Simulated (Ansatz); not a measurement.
K$_{3}$V$_{3}$O$_{8}$:
```
CELL_PARAMETERS angstrom
      5.62913     0.00000     0.00000
     -2.81456     4.87497     0.00000
      0.00000     0.00000     7.37078
ATOMIC_POSITIONS crystal
  K  0.00000 0.00000 0.00000
  K  0.33333 0.66667 0.31515
  K  0.66667 0.33333 0.68485
  V  0.00000 0.00000 0.50000
  V  0.33333 0.66667 0.74209
  V  0.66667 0.33333 0.25791
  O  0.33333 0.66667 0.96543
  O  0.66667 0.33333 0.03457
  O  0.33251 0.16625 0.34046
  O  0.66749 0.83375 0.65954
  O  0.16625 0.33251 0.65954
  O  0.83375 0.66749 0.34046
  O  0.83375 0.16625 0.34046
  O  0.16625 0.83375 0.65954
```
The run is spin-polarised; directions of the spins, atom by atom: 0 0 0 ↑ 0 0 0 0 0 0 0 0 0 0.

Relaxed with r²SCAN.

Question: Give the Bader charges and basin volumes of the independent atoms, plane-wave PAW r²SCAN (Ansatz code).

Answer: 

```json
[
 {"atom": "K1", "Bader charge (e)": "+0.89", "Bader volume (Å³)": "20.4"},
 {"atom": "K2", "Bader charge (e)": "+0.84", "Bader volume (Å³)": "17.1"},
 {"atom": "V4", "Bader charge (e)": "+2.04", "Bader volume (Å³)": "7.8"},
 {"atom": "V5", "Bader charge (e)": "+2.21", "Bader volume (Å³)": "7.5"},
 {"atom": "O7", "Bader charge (e)": "-1.02", "Bader volume (Å³)": "19.0"},
 {"atom": "O9", "Bader charge (e)": "-1.17", "Bader volume (Å³)": "14.5"}
]
```

Space group P-3m1. The first step of the workflow began from a Materials Project structure, measured or hypothetical; the Crystallography Open Database copy checked does not list it. Whether it is the stable phase at ambient conditions was not checked. Symmetry was held in the r²SCAN relaxation; its stability against distortions is not shown here. The final state is ferromagnetic, the only order run, not a proven ground state. Other orbital occupations within this spin state were not tried. No Hubbard U is applied.

Potentials: the later of the program's two PAW sets.
